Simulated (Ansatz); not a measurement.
This cell of ZnS (zinc blende) is off equilibrium:

```
ZnS
1.0
    0.00000     5.44344     5.44344
    2.72172     0.00000     2.72172
    2.72172     2.72172     0.00000
S Zn
2 2
Direct
  0.37500   0.75000   0.75000
  0.87500   0.75000   0.75000
  0.00000   0.00000   0.00000
  0.46418   0.92835   0.07165
```

Level of theory: PBE (plane waves to 420 eV, PAW, scalar-relativistic; Ansatz, a first-principles code). k mesh 4×8×8 (Γ-centred), Fermi-Dirac smearing 0.05 eV. Energies are smeared free energies. Compression counts positive. ZnS was relaxed with its symmetry unable to fall.

Question: Predict the force on every atom, in eV/Å.

Answer: 
```json
[
 {"atom": "S1", "Fx": "-0.212", "Fy": "0.212", "Fz": "-1.610"},
 {"atom": "S2", "Fx": "0.186", "Fy": "-0.186", "Fz": "-0.308"},
 {"atom": "Zn3", "Fx": "0.231", "Fy": "-0.231", "Fz": "-0.233"},
 {"atom": "Zn4", "Fx": "-0.205", "Fy": "0.205", "Fz": "2.151"}
]
```

Question: What is the stress tensor (GPa)?

Answer: 
```
    3.2      4.2      0.0
    4.2      3.2      0.0
    0.0      0.0      0.6
```
The pressure, a third of the trace, is 2.3 GPa.

Question: In it atom 4 sits (0.000, 0.000, -0.390) Å away from its relaxed site. What is its energy relative to the relaxed cell?

Answer: 436 meV/cell.

(A displaced cell: forces are minus the slopes of the energy, force constants its curvatures, and phonons follow from these.)
